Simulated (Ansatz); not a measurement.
The relaxed structure here is a generated cell of TiFe: the first start was made by placing the elements on the sites of a structure type, and the end was not matched to a known phase here, so it may be hypothetical. Known forms of TiFe include space group No. 221.

A relaxed cell of TiFe (I4₁/amd (No. 141)), relaxed on a k-mesh at least as fine as the one used below. Calculation: PBE (plane waves to 420 eV, PAW, scalar-relativistic; Ansatz, a first-principles code). Γ-centred k-mesh 5×10×13 on the run's cell (coarser than for final values), Fermi–Dirac smearing 0.05 eV.

```
CELL_PARAMETERS angstrom
     -3.48993     3.48993     8.85689
      1.74497    -1.74497     4.42845
      1.74497     1.74497    -4.42845
ATOMIC_POSITIONS crystal
  Fe 0.37500 0.25000 0.50000
  Fe 0.87500 0.25000 0.50000
  Fe 0.00000 0.00000 0.00000
  Fe 0.50000 0.00000 0.00000
  Ti 0.25000 0.50000 0.00000
  Ti 0.75000 0.50000 0.00000
  Ti 0.12500 0.75000 0.50000
  Ti 0.62500 0.75000 0.50000
```
Spin-polarised start, with opposed moments on Fe, Ti.

The atoms are displaced by (Å):

```tsv
atom	ux	uy	uz
Fe1	0.028	-0.017	0.067
Fe2	0.009	0.019	-0.066
Fe3	0.041	-0.007	-0.143
Fe4	0.051	-0.080	0.119
Ti5	-0.091	0.105	-0.099
Ti6	0.098	-0.021	0.063
Ti7	-0.073	0.021	-0.045
Ti8	0.073	-0.138	0.055
```

**Question.** What forces (eV/Å) and pressure result?

**Answer.** 
| atom | Fx | Fy | Fz |
|---|---|---|---|
| Fe1 | -0.12 | -0.08 | -0.37 |
| Fe2 | 0.00 | -0.35 | 0.28 |
| Fe3 | -0.19 | 0.23 | 0.47 |
| Fe4 | -0.48 | 0.58 | -0.42 |
| Ti5 | 0.91 | -0.86 | 0.79 |
| Ti6 | -0.34 | -0.31 | -0.36 |
| Ti7 | 0.46 | 0.33 | -0.48 |
| Ti8 | -0.25 | 0.47 | 0.09 |

Pressure +1.0 GPa.

**Question.** Estimate the energy cost of the displacement in the harmonic approximation and compare with the calculation.

**Answer.** For a harmonic well ΔE = −½ Σ F·u = 0.316 eV a cell, or 40 meV/atom. The calculated energy relative to the undisplaced cell is +0.04 eV/atom, so the harmonic estimate holds well.

The undisplaced cell is probably no minimum: from this displacement the run went on to Imma (No. 74), 0.09 eV/atom below it.

Spin state reached: ferrimagnetic (net 0.32 μB/atom), from parallel starting moments; other spin orders were not run from this start.
